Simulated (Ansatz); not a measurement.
# Notes on CaAl$_{2}$Br$_{2}$

```
Ca Al Br
1.0
     4.52404    0.00000    0.00000
    -2.26202    3.91794    0.00000
     0.00000    0.00000    7.77501
Ca Al Br
1 2 2
Direct
  0.00000 0.00000 0.00000
  0.33330 0.66670 0.62930
  0.66670 0.33330 0.37070
  0.33330 0.66670 0.26217
  0.66670 0.33330 0.73783
```

The numbers come from plane-wave PAW DFT (Ansatz): PBE, no spin polarisation, 420 eV, 9×9×5 Γ-centred k points, fermi-dirac occupations (width 0.1 eV). Nothing was relaxed.

Q: Which atom feels the largest force, and which way?

A: The largest is on Br4 (and as large on other atoms): 2.27 eV/Å, components (0.00, 0.00, -2.27). It makes 108° with the line to a nearest neighbour, Al3 at 2.74 Å.

Q: Metal or insulator?

A: It is a metal, with about 3.1 states/eV a cell as the mean within 0.25 eV of the Fermi level.

Q: How is the charge shared?

A: Bader charges in e: Ca +1.34, Al +0.47, Br -1.14. In the mean Ca gives up most and Br takes most.

Q: What does the stress say?

A: The pressure is 5.3 GPa (compression positive), so with the atoms held at these fractions the cell would first expand; the forces are large, so a full relaxation may end otherwise.

Origin: a known structure type with other elements, at an estimated volume, so it need not be a known compound. Caveats: many states at the Fermi level without spin polarisation, so a magnetic state may lie lower; atoms or cell far from equilibrium.

It took 51 s on 1 thread of Arm Neoverse V1, on a shared host, peak memory 0.42 GiB, starting from a saved density. The time holds forces, stress, Bader, DOS, ELF.
